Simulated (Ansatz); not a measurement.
**InSe at a changed volume: In-115 NMR of the central transition**

Cell: an entry of the Crystallography Open Database (COD), relaxed with PBE at fixed cell and then changed (volume scaled by 1.04, ions relaxed).

Space group P6_3/mmc (No. 194); a = 4.1033, c = 17.1528 Å, γ = 120.00°.

```csv
site,Wyckoff,site symmetry,x,y,z
In,4f,3m.,0.3333,0.6667,0.1680
Se,4f,3m.,0.3333,0.6667,0.5948
```

One atom of each set is listed.

The numbers come from a DFT calculation in Ansatz (PBE, plane waves and PAW, scalar-relativistic, 420 eV cutoff, Γ-centred 13×13×3 k-points, Fermi–Dirac smearing 0.05 eV).

In-115 has I = 9/2 and Q = 772.0 mb (Pyykkö 2018); at 9.4 T its Larmor frequency is ν₀ = 88.2 MHz (from the bare nuclear moment; shielding lowers the observed one by a per cent or two). Only the quadrupole interaction is simulated: positions count from each site's isotropic chemical shift, and shift anisotropy, dipolar and J coupling are left out.

(1) Give C_Q, η, the quadrupolar product P_Q = |C_Q|(1 + η²/3)^½, the second-order isotropic shift and the breadth of the pattern (static powder) for each In site.

Results:

(1) 

```json
{"site": "In", "first shell": "3 Se at 2.68 Å; also 1 In at 2.81 Å", "C_Q (MHz)": "-194", "η": "0.00", "P_Q (MHz)": "194", "δ_QIS (ppm)": "-6724", "breadth (kHz)": "3090"}
```

δ_QIS = −(ν_Q²/30ν₀²)[I(I+1) − 3/4](1 + η²/3) × 10⁶ ppm with ν_Q = 3|C_Q|/[2I(2I−1)]; it falls as 1/B₀² in ppm, and the breadth as 1/B₀ in kHz.

An axis of threefold or higher order runs through In, so V_zz lies along it and η is zero.

Without spin–orbit coupling (the program notes it for In) the gradients can shift somewhat, as the gap is small. With a gap of 0.24 eV under a smearing of 0.05 eV the band edges are partly filled, so small gradients can hang on the smearing and the k-mesh.

The relaxation (4 steps) took 76 s of wall time (76 s of CPU time) and 0.95 GiB at its peak, on 1 thread of Intel Xeon 6975P-C (Granite Rapids) (x86_64; 16 cores open to the job, memory cap 3.0 GiB, no GPU), a shared host with a load of 0.5 a core.
